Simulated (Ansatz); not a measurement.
ZnSe (zinc blende, F-43m), plane-wave PAW PBE (Ansatz code). The conduction-band minimum lies at Γ, with 1 equivalent valley. Second derivatives d²E/dk² of the lowest band at one valley (eV·Å²), along Cartesian directions:

```tsv
direction	d²E/dk²
[100]	84.85
[010]	84.85
[001]	84.85
[110]	84.76
[101]	84.76
[011]	84.76
```

Find the principal effective masses, the density-of-states mass and the conductivity mass.

Off-diagonal terms follow from H_xy = H[110] − (H_xx + H_yy)/2, and m*/mₑ = 7.620 eV·Å² over each eigenvalue: 0.090, 0.090, 0.090. One valley's DOS mass (m₁m₂m₃)^(1/3) = 0.090, conductivity mass 3/(Σ 1/mᵢ) = 0.090 mₑ.

What effective density of states Nc follows at 300 K for parabolic valleys?

Nc = 2.509e19 × 1 × (0.090)^(3/2) ≈ 6.8e17 cm⁻³.

With the computed static dielectric constant 10.8 (mean of the diagonal), estimate a hydrogenic donor's binding energy and radius.

E = 13.606 eV × 0.090/10.8² ≈ 10 meV; a = 0.529 Å × ε/m* ≈ 63 Å. Semilocal masses tend to be too small where the gap is.

With ε∞ = 7.37 and ω_LO = 235 cm⁻¹, what Fröhlich coupling constant follows?

α = (1/ε∞ − 1/ε0) √(m* × 13.606 eV/ħω_LO) = 0.28.

Symmetry was held in the PBE relaxation; phonons on a q-mesh show no instability. Spin–orbit coupling is left out wherever it is not named.

Potentials: the later of the program's two PAW sets.
